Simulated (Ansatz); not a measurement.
The start is a relaxed MgO cell with every coordinate shifted by Gaussian noise of σ = 0.1 Å. Cell shape, volume and atoms are optimised at zero target pressure with r2SCAN (plane waves to 500 eV, PAW, scalar-relativistic; Ansatz, a program for electronic structure). The first steps use a coarse 9×9×9 k-mesh.

Initial structure:
```
MgO
1.0
    0.00000     2.10379     2.10379
    2.10379     0.00000     2.10379
    2.10379     2.10379     0.00000
O Mg
1 1
Direct
  0.98809   0.02454   0.00006
  0.48793   0.53086   0.47393
```

```yaml
energy_released: 7 meV/atom
band_gap_at_the_end: 5.68 eV, direct at Γ (no spin-orbit coupling)
optimiser_moves: 5
```

Final structure:

Space group Fm-3m (No. 225); a = 4.2076 Å, b = 4.2076 Å, c = 4.2076 Å, α = 90.00°, β = 90.00°, γ = 90.00°

```json
[
 {"atom": "O", "site": "4b", "symmetry": "m-3m", "x": "0.5000", "y": "0.5000", "z": "0.5000"},
 {"atom": "Mg", "site": "4a", "symmetry": "m-3m", "x": "0.0000", "y": "0.0000", "z": "0.0000"}
]
```
(The calculation used a cell of 2 atoms; values per cell refer to that cell.)

Final values are on a 13×13×13 k-mesh of the relaxed cell. No spin polarisation in the result.
